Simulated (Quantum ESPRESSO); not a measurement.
```
Bi2Se3
1.0
    2.09569     1.20994     9.97623
   -2.09569     1.20994     9.97623
    0.00000    -2.41989     9.97623
Bi Se
2 3
Direct
  0.39844   0.39844   0.39844
  0.60156   0.60156   0.60156
  0.00000   0.00000   0.00000
  0.21572   0.21572   0.21572
  0.78428   0.78428   0.78428
```
Geometry: a computed entry of the Materials Project; it was not checked against measured cells. It is Bi2Se3 in R-3m. Stability against distortions was not tested.

A lattice sum over point charges, one formal value an element (Bi +3, Se -2), with no Sternheimer factor, costs far less than a self-consistent run. Taken along the main axis of each site's self-consistent tensor, it gives:

| site | V along that axis, point charges (a.u.) |
|---|---|
| Bi (atoms 1, 2) | -0.021 |
| Se1 (atom 3) | -0.004 |
| Se2 (atoms 4, 5) | 0.006 |

### Question
How do the values of the PAW reconstruction of the field gradient on a scalar-relativistic PBE ground state (a modified build of Quantum ESPRESSO, JTH datasets) compare?

### Answer
```tsv
site	Vzz, PAW (a.u.)	PAW over point charges
Bi	0.050	-2.4
Se1	0.749	-170
Se2	-0.220	-38
```
Along that axis the sign differs on Bi, Se1, Se2.  Cores are frozen. Bi, Se had no test against all-electron runs. Spin–orbit coupling is left out, a limit on Bi.
